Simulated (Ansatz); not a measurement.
According to plane-wave PAW PBE (Ansatz code), BP in the cubic phase (Pm-3n; B on 6d, P on 6c) relaxes to a = 5.594 Å. Its formation energy from the elements is -0.14 eV/atom, with no fitted shifts.

It is gapped at this level: 0.63 eV (indirect). The valence maximum lies at Γ and the conduction minimum on the Γ–X line, 85 % of the way from Γ (6 equivalent valleys). Electrons at the band edge weigh 0.36, 0.36, 0.64 mₑ (principal values).

An equation-of-state fit gives a bulk modulus of 123 GPa.

The start of the workflow was typed in or built on a structure type; neither database checked (COD, Materials Project) lists it. It is not the phase usual at ambient conditions (space group No. 216). Symmetry was held in the PBE relaxation; whether a distortion lowers the energy is not shown. The references are the lowest solids computed at this level, not always the standard phases.

Potentials: the earlier of the program's two PAW sets.
